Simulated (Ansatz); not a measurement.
Co8RuS8:
```
CELL_PARAMETERS angstrom
      0.00000     4.89112     4.89112
      4.89112     0.00000     4.89112
      4.89112     4.89112     0.00000
ATOMIC_POSITIONS crystal
  Co 0.87419 0.87419 0.37742
  Co 0.12581 0.12581 0.62258
  Co 0.12581 0.62258 0.12581
  Co 0.87419 0.37742 0.87419
  Co 0.87419 0.87419 0.87419
  Co 0.12581 0.12581 0.12581
  Co 0.62258 0.12581 0.12581
  Co 0.37742 0.87419 0.87419
  Ru 0.50000 0.50000 0.50000
  S  0.75000 0.75000 0.75000
  S  0.25000 0.25000 0.25000
  S  0.74070 0.74070 0.25930
  S  0.25930 0.25930 0.74070
  S  0.25930 0.74070 0.74070
  S  0.74070 0.25930 0.25930
  S  0.74070 0.25930 0.74070
  S  0.25930 0.74070 0.25930
```

Relaxed with r²SCAN. Special points in fractions of this cell's reciprocal vectors: Γ (0.000, 0.000, 0.000); X (0.500, 0.000, 0.500); U (0.625, 0.250, 0.625); K (0.375, 0.375, 0.750); L (0.500, 0.500, 0.500); W (0.500, 0.250, 0.750).

### Question
List the band energies nearest the Fermi level at these points for DFT-r²SCAN in the program Ansatz with PAW potentials.

### Answer
In eV from the Fermi level; about four levels below and three above (degenerate sets whole), none deeper than 8.9 eV; points with the same levels are listed once.

```
k                                below                above
-  -----------------------------------  -------------------
Γ              -0.55 -0.55 -0.55 -0.46       1.66 1.66 1.66
X  -0.83 -0.83 -0.83 -0.52 -0.48 -0.40       0.34 0.51 0.78
U              -0.56 -0.55 -0.51 -0.22       0.09 0.50 0.64
L              -0.76 -0.48 -0.16 -0.16       0.04 0.25 0.25
W              -0.56 -0.39 -0.02 -0.02  0.47 0.67 0.76 0.76
```

Space group Fm-3m. The first step of the workflow began from a Materials Project structure, measured or hypothetical; the Crystallography Open Database copy checked does not list it. Its standing as an ambient phase is unchecked. The r²SCAN relaxation kept the symmetry of its start; whether a distortion lowers the energy is not shown. No spin polarisation was allowed. Spin–orbit coupling is left out wherever it is not named.

Potentials: the later of the program's two PAW sets.
